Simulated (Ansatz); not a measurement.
Q: Each is relaxed and computed with DFT-HSE06 in the program Ansatz with PAW potentials. Which is the only one with a gap?
(A) HfSi, rock salt
(B) Y2Si, P4/nmm (Y on 2a, Y on 2c, Si on 2c)
(C) SiC, zinc blende
(D) Hf3Si, Fm-3m (Si on 4a, Hf on 4b, Hf on 8c)

A: C, SiC, zinc blende. SiC: gap 2.22 eV (indirect); Y2Si: metal; Hf3Si: metal; HfSi: metal. Constructed cells (a structure type filled with these elements, in neither database checked): Y2Si, P4/nmm (Y on 2a, Y on 2c, Si on 2c); Hf3Si, Fm-3m (Si on 4a, Hf on 4b, Hf on 8c); HfSi, rock salt. All cells were relaxed under the symmetry of their starts (and spin orders); stability against distortions was not tested throughout. Rows with no word on spin ran without spin polarisation. Spin–orbit coupling is left out wherever it is not named.

Potentials: the later of the program's two PAW sets.
